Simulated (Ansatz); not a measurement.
The cell below belongs to a search over invented structures; it isn't taken from experiment.

Input and command of a plane-wave DFT calculation in Ansatz:

```yaml
crystal:
  lattice:
    - [5.31963016, 0.0, 0.0]
    - [0.0, 5.31963016, 0.0]
    - [0.0, 0.0, 8.71938053]
  atoms:
    - { symbol: "Y", position: [0.0, 0.0, 0.0] }
    - { symbol: Mn, position: [0.0, 0.0, 0.5], spin: 4.0 }
    - { symbol: I, position: [0.5, 0.5, 0.0] }
    - { symbol: I, position: [0.5, 0.0, 0.69330698] }
    - { symbol: I, position: [0.0, 0.5, 0.69330698] }
    - { symbol: I, position: [0.5, 0.0, 0.30669302] }
    - { symbol: I, position: [0.0, 0.5, 0.30669302] }
basis:
  ecutwfc: 420
kpoints:
  mp_grid: { grid: [4, 4, 2] }
hamiltonian:
  xc: pbe
scf:
  occupations: { method: gaussian, width: 0.1 }
  lower_state_search: "off"
output:
  forces: true
  stress: true
  eigenvalues: true
  populations: true
magnetization:
  spin_polarized: true
relax:
  adjacent_minimum: "off"
  f_tol: 0.04
  max_steps: 70
  cell: { stress_tol: 0.4 }
```

```bash
ansatz run input.yaml --threads 1 --pin off --max-ram 2560MiB --backend cpu --events-out ev --progress --plain --runs-dir out
```

Processor: Arm Neoverse V1, 1 thread, on a host shared with other jobs.

Q: Estimate time, memory and problem size.

A: About 2.4 min, peak memory 0.72 GiB. It solves 69 bands at 12 k points (after reduction by symmetry) with about 4685 plane waves (on the last cell), in 40 SCF iterations over 4 ionic steps.
